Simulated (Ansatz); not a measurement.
Single point in Ansatz 0.2.0 with LDA, no spin polarisation. Cutoff 420 eV, PAW datasets, 10×10×5 Γ-centred k mesh, fermi-dirac filling (width 0.1 eV).

Computed maps in the lattice plane spanned by a (left to right, 3.33 Å, 10 points from zero) and b (bottom to top, 3.33 Å, 10 points from zero), 90° apart, at height 0.000 along c. The fields are smooth PAW ones with compensation charges, not the true ones near nuclei.

Valence density. Digits on a logarithmic scale: 0 up to 0.03 e/Å³, each further digit a factor of 1.6, 9 from 1.3 e/Å³ up:
```
6765444567
6665555566
5556666655
4456767654
4456656654
4456767654
5556666655
6665555566
6765444567
5665444566
```

ELF. Ten even steps from '0' (0.00) to '9' (0.70):
```
1497434794
7999777999
7799979997
3479414974
2377101773
3479414974
7799979997
7999777999
1497434794
0177323771
```

Q: The cell is ZrBS. Which atoms lie within 0.2 Å of this plane, and where (fractions of a and b)?

A: B at (0.00, 0.00), B at (0.50, 0.50). The whole cell:
```
B Zr S
1.0
     3.32614    0.00000    0.00000
     0.00000    3.32614    0.00000
     0.00000    0.00000    7.37095
B Zr S
2 2 2
Direct
  0.00000 0.00000 0.00000
  0.50000 0.50000 0.00000
  0.00000 0.50000 0.27700
  0.50000 0.00000 0.72300
  0.00000 0.50000 0.62200
  0.50000 0.00000 0.37800
```

Origin: a known structure type with other elements, at an estimated volume, so it need not be a known compound. Caveats: many states at the Fermi level without spin polarisation, so a magnetic state may lie lower; atoms or cell far from equilibrium.
